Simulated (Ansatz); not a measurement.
Si2Mo:
```yaml
crystal:
  lattice:
    - [4.58494, 0.00000, 0.00000]
    - [-2.29247, 3.97067, 0.00000]
    - [0.00000, 0.00000, 6.57694]
  atoms:
    - { symbol: Si, position: [0.16386, 0.83614, 0.83333] }
    - { symbol: Si, position: [0.32771, 0.16386, 0.16667] }
    - { symbol: Si, position: [0.16386, 0.32771, 0.50000] }
    - { symbol: Si, position: [0.83614, 0.16386, 0.83333] }
    - { symbol: Si, position: [0.67229, 0.83614, 0.16667] }
    - { symbol: Si, position: [0.83614, 0.67229, 0.50000] }
    - { symbol: Mo, position: [0.50000, 0.00000, 0.50000] }
    - { symbol: Mo, position: [0.50000, 0.50000, 0.83333] }
    - { symbol: Mo, position: [0.00000, 0.50000, 0.16667] }
```

Relaxed with r²SCAN. Special points in fractions of this cell's reciprocal vectors: Γ (0.000, 0.000, 0.000); M (0.500, 0.000, 0.000); K (0.333, 0.333, 0.000); A (0.000, 0.000, 0.500); L (0.500, 0.000, 0.500); H (0.333, 0.333, 0.500).

Task: List the band energies nearest the valence-band maximum at these points for plane-wave PAW r²SCAN (Ansatz code).

Result: In eV from the valence-band maximum; about four levels below and three above (degenerate sets whole), none deeper than 8.9 eV; points with the same levels are listed once.

| k | below | above |
|---|---|---|
| Γ | -3.18 -3.18 -2.92 -2.25 -0.85 | 2.23 2.55 2.55 |
| M | -2.24 -1.62 -1.10 -0.68 | 0.16 0.85 1.00 |
| K | -2.63 -1.11 -1.11 -0.90 | 0.79 1.12 1.12 |
| A | -2.48 -2.48 -2.28 -0.75 -0.75 | 2.04 2.52 2.59 2.59 |
| L | -2.81 -2.03 -1.28 0.00 | 0.69 1.23 1.52 |
| H | -1.92 -1.92 -1.55 -1.55 -0.61 | 0.77 1.31 1.31 |

Space group P6_222. The workflow started from a Materials Project entry (that database holds measured and hypothetical structures alike); the Crystallography Open Database copy checked does not list it. It is not the phase usual at ambient conditions (space group No. 139). The r²SCAN relaxation kept the symmetry of its start; phonons on a q-mesh show no instability. No spin polarisation was allowed. Scalar-relativistic: spin–orbit coupling is off unless named, which matters more the heavier the elements.

Potentials: the earlier of the program's two PAW sets.
